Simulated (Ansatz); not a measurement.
A geometry of Ta away from equilibrium: step 4 of the relaxation of a relaxed Ta cell displaced along its unstable phonon at q = (½, 0, 0) of its primitive reciprocal cell (89i cm⁻¹), largest move 0.15 Å. Method: r2SCAN (plane waves to 500 eV, PAW, scalar-relativistic; Ansatz, an electronic-structure program). Γ-centred k-mesh 13×13×12 on the run's cell (coarser than for final values), Fermi–Dirac smearing 0.05 eV. The plane waves were selected for a different cell earlier on the path.

```xyz
2
Lattice="5.5248 -0.0736 0.0000 -1.4131 2.4475 0.0000 0.0000 0.0000 2.7088" Properties=species:S:1:pos:R:3 pbc="T T T"
Ta     0.0000     0.0000     0.7324
Ta     2.7624    -0.0368    -0.7324
```

### Question
Give the Cartesian forces on all atoms (eV/Å).

### Answer
```
atom    Fx    Fy     Fz
----  ----  ----  -----
Ta1   0.00  0.00  -0.39
Ta2   0.00  0.00   0.39
```

The path ends in Immm (No. 71) at a tolerance of 0.01 Å, I4/mmm (No. 139) at 0.1 Å. No spin polarisation in the result.

The run could not lose the symmetry of its start, so the end can be a saddle point.

The end of the path is a generated cell of Ta: the first start was made by placing the elements on the sites of a structure type, and the end was not matched to a known phase here, so it may be hypothetical. Known forms of Ta include space group No. 229.
